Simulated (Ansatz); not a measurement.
InAs (wurtzite, P6_3mc) under volume change, the program Ansatz at the PBEsol level (PAW), shape and atoms relaxed at each volume.

```json
[
 {"V (Å³/atom)": "25.639", "E − E(relaxed) (meV/atom)": "47.4", "P (GPa)": "6.53"},
 {"V (Å³/atom)": "26.484", "E − E(relaxed) (meV/atom)": "19.9", "P (GPa)": "3.98"},
 {"V (Å³/atom)": "27.330", "E − E(relaxed) (meV/atom)": "(withheld)", "P (GPa)": "(withheld)"},
 {"V (Å³/atom)": "28.175", "E − E(relaxed) (meV/atom)": "0.0", "P (GPa)": "0.01"},
 {"V (Å³/atom)": "29.020", "E − E(relaxed) (meV/atom)": "4.1", "P (GPa)": "-1.52"},
 {"V (Å³/atom)": "29.865", "E − E(relaxed) (meV/atom)": "(withheld)", "P (GPa)": "(withheld)"},
 {"V (Å³/atom)": "30.711", "E − E(relaxed) (meV/atom)": "33.4", "P (GPa)": "-3.89"}
]
```

### Question
What belongs in the gaps?

### Answer

- 29.865, E − E(relaxed) (meV/atom): 15.6
- 29.865, P (GPa): -2.81
- 27.330, E − E(relaxed) (meV/atom): 4.7
- 27.330, P (GPa): 1.83

### Question
What does a third-order Birch–Murnaghan fit give for V₀, B₀ and B′?

### Answer
V₀ = 28.18 Å³/atom, B₀ = 55.4 GPa, B′ = 4.7.

The first step of the workflow began from a Materials Project structure, measured or hypothetical; the Crystallography Open Database copy checked does not list it. It is not the phase usual at ambient conditions (space group No. 216). The PBEsol relaxation kept the symmetry of its start; of distortions, only those at the zone centre were tested. Spin–orbit coupling is left out wherever it is not named.

Potentials: the later of the program's two PAW sets.
